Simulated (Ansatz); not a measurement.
# Property card for TaRu

TaRu:
```yaml
crystal:
  lattice:
    - [3.00190, 0.00000, 0.00000]
    - [0.00000, 3.00190, 0.00000]
    - [0.00000, 0.00000, 3.36664]
  atoms:
    - { symbol: Ta, position: [0.50000, 0.50000, 0.50000] }
    - { symbol: Ru, position: [0.00000, 0.00000, 0.00000] }
```

Space group P4/mmm (No. 123), L1₀ or tetragonal B2; conventional cell a = 3.002 Å, b = 3.002 Å, c = 3.367 Å, α = 90.00°, β = 90.00°, γ = 90.00°.

Method: plane-wave PAW LDA (Ansatz code). Structure relaxed to zero pressure with the same functional. Other levels are named where they apply.

**Cell and energy**

| Item | Value |
|---|---|
| Volume per atom | 15.17 Å³ |
| Density | 15.44 g/cm³ |
| Formation energy from the elements (no fitted shifts) | -0.28 eV/atom |

**Electronic structure**

| Quantity | Value |
|---|---|
| Electronic character | metallic (no gap) |
| Density of states at the Fermi level | 0.99 states/eV per atom (mean over ±0.08 eV) |

**Mechanics**

| Item | Result |
|---|---|
| Bulk modulus (Birch–Murnaghan fit) | 288 GPa |
| Pressure derivative B′ | 4.3 |
| Elastic constants (relaxed ions, GPa) | C11 = 416, C12 = 220, C13 = 233, C33 = 389, C44 = 70.8, C66 = 70.8 |
| Mechanical stability | stable (all eigenvalues of C positive) |
| Hill bulk and shear moduli | 288 and 77.5 GPa |
| Young's modulus | 213 GPa |
| Poisson's ratio | 0.38 |
| Debye temperature from the elastic constants | 304 K |

**Phonons**

| Quantity | Result |
|---|---|
| Highest zone-centre frequency | 156 cm⁻¹ |
| Zone-centre stability | no imaginary mode at Γ |

The workflow started from a Materials Project entry (that database holds measured and hypothetical structures alike); the Crystallography Open Database files this formula in space group No. 123, but the cells were not matched. Its standing as an ambient phase is unchecked. Symmetry was held in the LDA relaxation. No spin polarisation was allowed. As this level gives no gap, shear constants depend on the k-mesh and smearing (Fermi–Dirac, 0.1 eV here). As this level gives no gap, phonon frequencies hold no LO–TO term and depend on the k-mesh and smearing (Fermi–Dirac, 0.1 eV here). Axis ratios of metals converge slowly with the k-mesh, so a and c are less sure than the volume. The references are the lowest solids computed at this level, not always the standard phases. Spin–orbit coupling is left out wherever it is not named.

Potentials: the earlier of the program's two PAW sets. The files were generated under PBE; for other functionals the program regenerates the frozen cores, and for LDA and PBEsol the local potential too.
